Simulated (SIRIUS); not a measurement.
Band structure of SiC (P6_3mc, 4 atoms in the cell; from Materials Project mp-7140).

```xyz
4
Lattice="3.0735 0.0000 0.0000 -1.5368 2.6617 0.0000 0.0000 0.0000 5.0453" Properties=species:S:1:pos:R:3 pbc="T T T"
Si     0.0000     1.7745     2.5206
Si     1.5368     0.8872     5.0432
C      0.0000     1.7745     4.4166
C      1.5368     0.8872     1.8940
```

Level of theory: PBE, PseudoDojo 0.5 standard norm-conserving PBE (tails mended) pseudopotentials (plane waves; SIRIUS).

Settings: parameters.ngridk = 12 12 7; parameters.xc_functionals = [XC_GGA_X_PBE, XC_GGA_C_PBE]; parameters.gk_cutoff = 9.055 1/bohr; parameters.pw_cutoff = 18.111 1/bohr; parameters.smearing = gaussian; parameters.smearing_width = 0.0001 Ha; potentials = PseudoDojo 0.5 standard norm-conserving PBE (tails mended) pseudopotentials; parameters.electronic_structure_method = pseudopotential; parameters.num_bands = 14; parameters.num_mag_dims = 0; parameters.num_dft_iter = 100; parameters.energy_tol = 1e-07 Ha; parameters.density_tol = 1e-06; mixer.type = broyden2.

The structure comes from a collection of computed structures, made at another level of theory; the collection holds predicted forms beside known ones.

Task: Predict the gap along the standard path and the places of the band edges.

Result: The gap along the path is 2.28 eV, from Γ to K; the smallest direct gap on it is 3.99 eV.

Points are given in units of this cell's reciprocal vectors. Levels in eV from the top of the valence band on the path, bands 5 to 12:
```csv
point,5,6,7,8,9,10,11,12
Γ (0 0 0),-1.32,-0.11,0.00,0.00,4.82,6.22,6.69,6.69
M (0.5 0 0),-5.44,-3.33,-3.29,-1.20,2.79,4.23,6.90,7.15
K (0.333 0.333 0),-6.27,-4.05,-4.05,-3.84,2.28,8.18,8.87,8.87
A (0 0 0.5),-0.71,-0.71,-0.71,-0.71,5.92,5.92,7.37,7.37
L (0.5 0 0.5),-2.45,-2.45,-2.34,-2.34,3.29,3.29,5.27,5.27
H (0.333 0.333 0.5),-5.65,-5.65,-1.74,-1.74,5.09,5.09,6.03,6.03
```

“Tails mended”: in these copies of the files the far tail of each local potential was reset to the Coulomb form.
